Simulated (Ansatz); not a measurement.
Rh (fcc, Cu type)

```
Rh
1.0
    0.00000     1.90000     1.90000
    1.90000     0.00000     1.90000
    1.90000     1.90000     0.00000
Rh
1
Cartesian
  0.00000   0.00000   0.00000
```

The slice is a {100} plane (indices of the conventional cell) through the point (0.000, 0.000, 0.000) (fractional), spanned by u = [100] and v = [0 1 -1] in vectors of this cell: u (2.69 Å) and v (2.69 Å, at 90° to u). It covers one period; positions are fractions (u, v).

Computed with r2SCAN (plane waves to 500 eV, PAW, scalar-relativistic; Ansatz, an electronic-structure program). k mesh 21×21×21. Inside the PAW spheres the values are not all-electron values, and peaks at nuclei hang on which shells count as valence. Rh is run without spin polarisation. Rh was relaxed with its symmetry unable to fall.

Three fields on this plane, each scaled to ten steps between its own extremes (0 low, 9 high; the total valence density on a logarithmic scale, the potential cut 8 eV below its top; x marks points blanked near nuclei; v = 0 in the bottom row):

Map A
```
|xxxxxxxxx0134310xxxxxxxx|
|xxxxxxxxx0134310xxxxxxxx|
|xxxxxxxxx0245420xxxxxxxx|
|xxxxxxxx003555300xxxxxxx|
|xxxxxxxx025666520xxxxxxx|
|xxxxxxx01467776410xxxxxx|
|xxxxxx0146788876410xxxxx|
|xxxx00145788888754100xxx|
|000002467889998876420000|
|011235678899999887653211|
|333456788999999988765433|
|444556788999999988765544|
|333456788999999988765433|
|011235678899999887653211|
|000002467889998876420000|
|xxxx00145788888754100xxx|
|xxxxxx0146788876410xxxxx|
|xxxxxxx01467776410xxxxxx|
|xxxxxxxx025666520xxxxxxx|
|xxxxxxxx003555300xxxxxxx|
|xxxxxxxxx0245420xxxxxxxx|
|xxxxxxxxx0134310xxxxxxxx|
|xxxxxxxxx0134310xxxxxxxx|
|xxxxxxxxx0034300xxxxxxxx|
```

Map B
```
|xxxxxxxxx8578758xxxxxxxx|
|xxxxxxxxx7568657xxxxxxxx|
|xxxxxxxxx6467646xxxxxxxx|
|xxxxxxxx944565449xxxxxxx|
|xxxxxxxx633454336xxxxxxx|
|xxxxxxx84233433248xxxxxx|
|xxxxxx8422223222248xxxxx|
|xxxx96421111111112469xxx|
|887643221111111112234678|
|555443321100000112334455|
|776654321100000112345667|
|988765431100000113456788|
|776654321100000112345667|
|555443321100000112334455|
|887643221111111112234678|
|xxxx96421111111112469xxx|
|xxxxxx8422223222248xxxxx|
|xxxxxxx84233433248xxxxxx|
|xxxxxxxx633454336xxxxxxx|
|xxxxxxxx944565449xxxxxxx|
|xxxxxxxxx6467646xxxxxxxx|
|xxxxxxxxx7568657xxxxxxxx|
|xxxxxxxxx8578758xxxxxxxx|
|xxxxxxxxx8579758xxxxxxxx|
```

Map C
```
|xxxxxxxxx9765679xxxxxxxx|
|xxxxxxxxx9755579xxxxxxxx|
|xxxxxxxxx8654568xxxxxxxx|
|xxxxxxxx975444579xxxxxxx|
|xxxxxxxx864333468xxxxxxx|
|xxxxxxx96533233569xxxxxx|
|xxxxxx9753222223579xxxxx|
|xxxx98653221112235689xxx|
|999876532110001123567899|
|777654321100000112345677|
|665543321000000012334556|
|555443221000000012234455|
|665543321000000012334556|
|777654321100000112345677|
|999876532110001123567899|
|xxxx98653221112235689xxx|
|xxxxxx9753222223579xxxxx|
|xxxxxxx96533233569xxxxxx|
|xxxxxxxx864333468xxxxxxx|
|xxxxxxxx975444579xxxxxxx|
|xxxxxxxxx8654568xxxxxxxx|
|xxxxxxxxx9755579xxxxxxxx|
|xxxxxxxxx9765679xxxxxxxx|
|xxxxxxxxx9765679xxxxxxxx|
```

Assign the maps to these fields: electron localisation function (ELF); valence electron density; electrostatic potential energy of an electron, from the cell's mean.

A is the electrostatic potential energy of an electron, from the cell's mean; B is the electron localisation function (ELF); C is the valence electron density.
